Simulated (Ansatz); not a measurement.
Data:

LaTe:
```cif
data_LaTe
_chemical_formula_sum 'La1 Te1'
_space_group_name_H-M_alt 'P 1'
_space_group_IT_number 1
_cell_length_a 4.59257
_cell_length_b 4.59257
_cell_length_c 4.59257
_cell_angle_alpha 60.000
_cell_angle_beta 60.000
_cell_angle_gamma 60.000
loop_
_space_group_symop_operation_xyz
  'x, y, z'
loop_
_atom_site_label
_atom_site_type_symbol
_atom_site_fract_x
_atom_site_fract_y
_atom_site_fract_z
_atom_site_occupancy
La1 La 0.00000 0.00000 0.00000 1
Te1 Te 0.50000 0.50000 0.50000 1
```

This is the r²SCAN-relaxed structure.

All from the program Ansatz at the r²SCAN level (PAW), unless another level is named. Give the electronic character.

metallic (no gap).

Give the formation energy from the elements (no fitted shifts).

-1.84 eV/atom.

What about the density of states at the Fermi level?

0.73 states/eV per atom (mean over ±0.08 eV).

Space group Fm-3m (rock salt). The first step of the workflow began from a Materials Project structure, measured or hypothetical; the Crystallography Open Database files this formula in space group No. 225, but the cells were not matched. Its standing as an ambient phase is unchecked. Symmetry was held in the r²SCAN relaxation; whether a distortion lowers the energy is not shown. With an odd number of electrons in the cell and no spin polarisation, the count alone makes it a metal. The references are the lowest solids computed at this level, not always the standard phases. Scalar-relativistic: spin–orbit coupling is off unless named, which matters more the heavier the elements.

Potentials: the later of the program's two PAW sets.
